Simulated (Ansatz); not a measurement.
Data:

Lu:
```
Lu
1.0
    3.44324     0.00000     0.00000
   -1.72162     2.98194     0.00000
    0.00000     0.00000     5.34829
Lu
2
Cartesian
  0.00000   1.98796   4.01122
  1.72162   0.99398   1.33707
```

This is the PBEsol-relaxed structure. x, y and z are the axes in which the lattice vectors are written.

Problem. All from plane-wave PAW PBEsol (Ansatz code), unless another level is named. Give the Debye temperature from the elastic constants.

Solution. 199 K.

Problem. Predict the elastic constants (relaxed ions, GPa).

Solution. C11 = 98.0, C12 = 29.2, C13 = 23.9, C33 = 101, C44 = 34.2.

Space group P6_3/mmc (hcp (Mg type)). The PBEsol relaxation kept the symmetry of its start. As this level gives no gap, shear constants depend on the k-mesh and smearing (Fermi–Dirac, 0.1 eV here). On the denser mesh and wider smearing of the elastic run this cell carries a stress of 0.3 GPa. Scalar-relativistic: spin–orbit coupling is off unless named, which matters more the heavier the elements.

Potentials: the later of the program's two PAW sets.
